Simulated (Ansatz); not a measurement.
Compressing Sc3Al: a fit and a missing row

Sc3Al, P6_3/mmc, a = 6.301 Å, c = 5.075 Å. The structure is a Materials Project entry; whether it is the stable form wasn't checked. Ansatz: r2SCAN, PAW, 500 eV, Γ-centred 6×6×8 mesh on 8 atoms, Gaussian smearing 0.10 eV; collinear spin, largest moment 0.4 μB. Shape and atoms are relaxed at each volume; pressure is positive in compression.

| V (Å³/atom) | P (GPa) |
| --- | --- |
| 19.194 | ? |
| 19.849 | 7.60 |
| 20.503 | 4.72 |
| 21.157 | 2.20 |
| 21.812 | 0.00 |
| 22.466 | -1.92 |
| 23.120 | -3.59 |
| 23.993 | -5.51 |

**Question.** Take V0 = 21.812 Å³/atom, fit the third-order Birch–Murnaghan form to the other rows, and predict the missing pressure.

**Answer.** With the Eulerian strain f = ½[(V0/V)^(2/3) − 1] and y = P/[3f(1 + 2f)^(5/2)], the form is the line y = B0 + 1.5 B0 (B0′ − 4) f. Rows (f, y): 0.03244, 66.7; 0.02106, 67.4; 0.01027, 67.9; -0.00975, 69.0; -0.01904, 69.3; -0.03078, 69.9. Means f = 0.0007000, y = 68.367; Σ(Δf)² = 0.003003, ΣΔfΔy = -0.1504; the slope is their ratio. y = 68.40 − 50.06 f GPa, so B0 = 68.4 GPa and B0′ = 4 + 2 × (-50.06)/(3 × 68.40) = 3.51. At V = 19.194, f = 0.04449, y = 66.17 and P = 10.93 GPa. The run gave 10.87 GPa, so the fit is 0.06 GPa too high, a small miss on the scale of the series. Note that the largest moment runs from 0.31 to 0.41 μB along the series.

The largest moment runs from 0.31 to 0.41 μB along the series, so B0 and B0′ hold the change of the moment too.

The state reached may not be the lowest one.